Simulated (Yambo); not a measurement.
Yambo run on KHgF3 (space group Cmmm, No. 65, within 0.06 Å of Pm-3m). The wavefunctions come from this Quantum ESPRESSO step (PBEsol, PseudoDojo standard norm-conserving files, fully relativistic):

```
&CONTROL
  calculation = 'nscf'
  pseudo_dir = './pseudo'
  outdir = './out'
/
&SYSTEM
  ibrav = 0
  nat = 5
  ntyp = 3
  ecutwfc = 84.0
  ecutrho = 336.0
  occupations = 'fixed'
  force_symmorphic = .true.
  nbnd = 286
  noncolin = .true.
  lspinorb = .true.
/
&ELECTRONS
  conv_thr = 5e-09
  diago_full_acc = .true.
  diago_thr_init = 1e-08
/
ATOMIC_SPECIES
F 18.9984 F.upf
K 39.0983 K.upf
Hg 200.5920 Hg.upf
CELL_PARAMETERS angstrom
  3.201965000000  -3.208095000000   0.000000000000
  3.201965000000   3.208095000000   0.000000000000
  0.000000000000   0.000000000000   4.524390000000
ATOMIC_POSITIONS crystal
F   0.000000000000   0.500000000000   0.000000000000
F   0.500000000000   0.000000000000   0.000000000000
F   0.500000000000   0.500000000000   0.500000000000
K   0.000000000000   0.000000000000   0.500000000000
Hg   0.500000000000   0.500000000000   0.000000000000
K_POINTS automatic
2 2 2 0 0 0
```

Yambo input:

```
rim_cut
gw0
dyson
el_el_corr
HF_and_locXC
ppa
em1d
RandQpts= 1000000
RandGvec= 1 Ry
EXXRLvcs= 84 Ry
VXCRLvcs= 336 Ry
Chimod= "HARTREE"
% BndsRnXp
 9 | 284 |
%
NGsBlkXp= 7 Ry
% LongDrXp
 1.0 | 1.0 | 1.0 |
%
PPAPntXp= 27.2114 eV
% GbndRnge
 1 | 284 |
%
GTermKind= "BG"
DysSolver= "n"
ExtendOut
% QPkrange
 1 | 1 | 48 | 52 |
 2 | 2 | 50 | 51 |
 3 | 3 | 50 | 51 |
 4 | 4 | 50 | 51 |
 5 | 5 | 50 | 51 |
 6 | 6 | 50 | 51 |
%
```

k points by index: 1 = Γ, 2 = (0, 0, -0.5), 3 = (0, -0.5, 0), 4 = (0, -0.5, -0.5), 5 = (-0.5, -0.5, 0), 6 = (-0.5, -0.5, -0.5).

Table of the .qp output:

```
#    K-point    Band    Eo [eV]    E [eV]    E-Eo [eV]    Vxc [eV]    Vnlxc [eV]    Sc|Eo [eV]    Sc|E [eV]    dSc/dw|Eo [eV]    Re(Z)    Im(Z)
#
    1    48    -2.664754    -4.208856    -1.544103    -21.62620    -29.27508    5.650901    6.104774    -7.995341    0.772884    -0.003816
    1    49    -2.660531    -4.235649    -1.575118    -21.56898    -29.31182    5.701826    6.167722    -8.044236    0.771799    -0.004983
    1    50    -2.660531    -4.235649    -1.575118    -21.56898    -29.31182    5.701826    6.167722    -8.044236    0.771799    -0.004983
    1    51    0.304220    1.247006    0.942786    -13.05630    -8.834667    -3.111052    -3.278850    -4.842735    0.848919    -0.950729E-3
    1    52    0.304220    1.247006    0.942786    -13.05630    -8.834667    -3.111052    -3.278850    -4.842735    0.848919    -0.950729E-3
    2    50    -1.921355    -3.134152    -1.212796    -21.66226    -27.10839    3.933504    4.233330    -6.728213    0.801750    0.002776
    2    51    2.967534    4.157350    1.189816    -18.22491    -14.42740    -2.352874    -2.607694    -5.827602    0.823614    -0.667780E-3
    3    50    -1.920575    -3.144671    -1.224096    -21.67083    -27.12526    3.942992    4.230333    -6.383125    0.809960    -0.005326
    3    51    2.949586    4.135450    1.185864    -18.20498    -14.41795    -2.347414    -2.601158    -5.822177    0.823748    -0.001117
    4    50    -0.008282    -0.952391    -0.944109    -24.80280    -30.08334    4.105983    4.336431    -6.641194    0.803818    -0.001252
    4    51    4.251390    5.701868    1.450479    -18.54567    -13.84753    -2.916192    -3.247658    -6.217958    0.813995    -0.001249
    5    50    -0.017435    -0.973041    -0.955606    -24.79418    -30.08220    4.099266    4.332412    -6.638109    0.803891    -0.001239
    5    51    4.240051    5.687448    1.447397    -18.54160    -13.85171    -2.911835    -3.242495    -6.215914    0.814044    -0.001551
    6    50    0.000000    -0.958370    -0.958370    -24.80863    -30.14180    4.141107    4.374801    -6.634534    0.803976    -0.001237
    6    51    5.518566    7.214233    1.695668    -19.36726    -13.75203    -3.524893    -3.919563    -6.306279    0.811358    -0.020015
```
(The two width columns are left out.) Convergence of these settings isn't established.

Geometry of the Materials Project entry, not relaxed at this level.
